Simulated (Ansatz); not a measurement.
TaW (rock salt, space group No. 225), a = b = c = 5.344 Å, α = β = γ = 90.00°; the cell used has 2 atoms.

Relaxed with r²SCAN.

Q: Which orbitals make up the states near the Fermi level in r²SCAN (plane waves, PAW; program Ansatz)?

A: Within 0.5 eV of the Fermi level: W 5d 55 %, Ta 5d 39 %. Projections are on Löwdin-orthogonalised atomic valence shells; empty p or d shells of many metals are not among them.

Q: Tabulate the density of states.

A: States/eV per cell of 2 atoms, in 0.25 eV bins, energy from the Fermi level.

```tsv
E (eV)	total	W 5d	Ta 5d	W 6s
-7.85	0.09	0.00	0.00	0.04
-7.60	0.12	0.00	0.00	0.05
-7.35	0.15	0.00	0.00	0.06
-7.10	0.17	0.00	0.00	0.08
-6.85	0.20	0.00	0.01	0.09
-6.60	0.23	0.01	0.01	0.10
-6.35	0.26	0.01	0.01	0.11
-6.10	0.30	0.02	0.02	0.12
-5.85	0.33	0.03	0.03	0.13
-5.60	0.38	0.04	0.04	0.14
-5.35	0.43	0.05	0.05	0.15
-5.10	0.49	0.07	0.07	0.16
-4.85	0.79	0.21	0.20	0.18
-4.60	1.17	0.39	0.36	0.20
-4.35	1.48	0.54	0.49	0.21
-4.10	1.99	0.79	0.70	0.26
-3.85	2.06	0.87	0.75	0.23
-3.60	2.53	1.09	1.05	0.11
-3.35	2.92	1.41	1.22	0.10
-3.10	1.31	0.68	0.53	0.03
-2.85	1.84	0.97	0.76	0.05
-2.60	2.73	1.45	1.11	0.07
-2.35	3.25	1.77	1.27	0.08
-2.10	2.57	1.37	1.02	0.06
-1.85	2.00	1.08	0.77	0.06
-1.60	2.29	1.26	0.82	0.07
-1.35	2.98	1.76	0.91	0.11
-1.10	2.55	1.31	0.97	0.06
-0.85	2.44	1.00	1.14	0.05
-0.60	2.09	1.02	0.81	0.07
-0.35	1.14	0.65	0.40	0.03
-0.10	0.71	0.40	0.28	0.00
0.15	0.78	0.43	0.31	0.00
0.40	1.35	0.69	0.55	0.01
0.65	2.30	1.28	0.85	0.02
0.90	1.89	1.16	0.58	0.03
1.15	1.86	1.15	0.52	0.05
1.40	1.86	1.12	0.52	0.09
1.65	1.59	0.83	0.54	0.08
1.90	1.34	0.52	0.59	0.08
2.15	1.40	0.48	0.66	0.09
2.40	1.67	0.49	0.93	0.10
2.65	1.88	0.48	1.17	0.10
2.90	2.84	0.77	1.67	0.18
3.15	3.35	1.01	1.82	0.22
3.40	3.14	0.98	1.61	0.18
3.65	2.41	0.77	1.26	0.10
3.90	2.69	0.80	1.37	0.10
4.15	1.97	0.63	0.99	0.06
4.40	2.26	0.67	1.04	0.07
4.65	1.74	0.54	0.77	0.06
```

Space group Fm-3m (rock salt). The start of the workflow was typed in or built on a structure type; neither database checked (COD, Materials Project) lists it. Its standing as an ambient phase is unchecked. The cell was relaxed with r²SCAN under the symmetry of its start. At this level the phase is mechanically unstable. The run is not spin-polarised. Its formation energy is positive at this level, so the cell may be metastable or incomplete. Spin–orbit coupling is left out wherever it is not named.

Potentials: the later of the program's two PAW sets.
